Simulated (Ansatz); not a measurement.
Consider the following.

PbF₂:
```xyz
3
Lattice="0.0000 2.9057 2.9057 2.9057 0.0000 2.9057 2.9057 2.9057 0.0000" Properties=species:S:1:pos:R:3 pbc="T T T"
Pb     0.0000     0.0000     0.0000
F      1.4528     1.4528     1.4528
F      4.3585     4.3585     4.3585
```

This is the LDA-relaxed structure.

Q: All from LDA in the plane-wave PAW code Ansatz, unless another level is named. Estimate the electron effective mass.

A: 0.48, 0.48, 11 mₑ (principal values).

Q: Give the smallest direct gap on the standard path.

A: 4.41 eV.

Q: And the band gap?

A: 4.25 eV (indirect).

Q: Next, the valence-band maximum?

A: at W.

Q: Give the weight of the conduction-edge state by species (Voronoi cells).

A: F 53 %, Pb 47 %.

Space group Fm-3m (fluorite). Symmetry was held in the LDA relaxation; phonons on a q-mesh show no instability. Spin–orbit coupling is left out wherever it is not named.

Potentials: the later of the program's two PAW sets.
